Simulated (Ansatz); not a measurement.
As (space group Cmce)

```xyz
4
Lattice="1.8279 -5.5637 0.0000 1.8279 5.5637 0.0000 0.0000 0.0000 4.6275" Properties=species:S:1:pos:R:3 pbc="T T T"
As     1.8279     4.3699     0.3230
As     1.8279    -4.3699     4.3045
As     1.8279     1.1938     2.6367
As     1.8279    -1.1938     1.9907
```

Equation-of-state scan: isotropic scaling of the cell above, V₀ being its volume. The atoms relax within the cell's symmetry.

All values below come from r2SCAN+rVV10 (plane waves to 500 eV, PAW, scalar-relativistic; Ansatz, an electronic-structure program). k mesh 10×10×7 (Γ-centred), Fermi-Dirac smearing 0.05 eV. Energies are smeared free energies. Compression counts positive. As was relaxed with its symmetry unable to fall. ΔE is measured from the relaxed starting cell.

**Question.** What ΔE (meV/atom) and P (GPa) does the calculation give at V/V₀ = 0.950, 0.960, 0.970, 1.030, 1.050?

**Answer.** 
```json
[
 {"V/V₀": "0.950", "ΔE (meV/atom)": "8", "P (GPa)": "2.2"},
 {"V/V₀": "0.960", "ΔE (meV/atom)": "5", "P (GPa)": "1.7"},
 {"V/V₀": "0.970", "ΔE (meV/atom)": "3", "P (GPa)": "1.2"},
 {"V/V₀": "1.030", "ΔE (meV/atom)": "2", "P (GPa)": "-1.0"},
 {"V/V₀": "1.050", "ΔE (meV/atom)": "6", "P (GPa)": "-1.6"}
]
```

(Under strain, the slope of the energy per volume gives the stress and its curvature an elastic modulus.)
